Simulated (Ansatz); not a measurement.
GaNi:
```
GaNi
1.0
    2.87339     0.00000     0.00000
    0.00000     2.87339     0.00000
    0.00000     0.00000     2.87231
Ga Ni
1 1
Cartesian
  1.43669   1.43669   1.43616
  0.00000   0.00000   0.00000
```

Relaxed with PBEsol. Special points in fractions of this cell's reciprocal vectors: Γ (0.000, 0.000, 0.000); X (0.000, 0.500, 0.000); M (0.500, 0.500, 0.000); Z (0.000, 0.000, 0.500); R (0.000, 0.500, 0.500); A (0.500, 0.500, 0.500).

Question: List the band energies nearest the Fermi level at these points for DFT-PBEsol in the program Ansatz with PAW potentials.

Answer: In eV from the Fermi level; about four levels below and three above (degenerate sets whole), none deeper than 8.9 eV; points with the same levels are listed once.

| k | below | above |
|---|---|---|
| Γ | -2.98 -2.98 -1.45 -1.45 -1.45 | 4.91 4.91 4.93 |
| X | -2.32 -2.31 -1.44 -0.64 | 10.29 10.30 11.55 |
| M | -2.93 -1.86 -1.86 -0.97 | 1.52 2.33 11.52 |
| Z | -2.32 -2.32 -1.44 -0.64 | 10.29 10.29 11.55 |
| R | -2.93 -1.86 -1.86 -0.97 | 1.52 2.33 11.51 |
| A | -4.38 -4.38 -4.38 -0.94 -0.94 | 0.58 3.44 3.44 3.44 |

Space group Pm-3m (CsCl type). The cell is a constructed one: a structure type filled with these elements; the Crystallography Open Database files this formula in space group No. 221, but the cells were not matched. Its standing as an ambient phase is unchecked. Symmetry was held in the PBEsol relaxation; whether a distortion lowers the energy is not shown. The workflow began spin-polarised and lost its moments. Point labels and valley counts follow the cell and symmetry of the run, lower than the named group. Scalar-relativistic: spin–orbit coupling is off unless named, which matters more the heavier the elements.

Potentials: the earlier of the program's two PAW sets. The files were generated under PBE; for other functionals the program regenerates the frozen cores, and for LDA and PBEsol the local potential too.
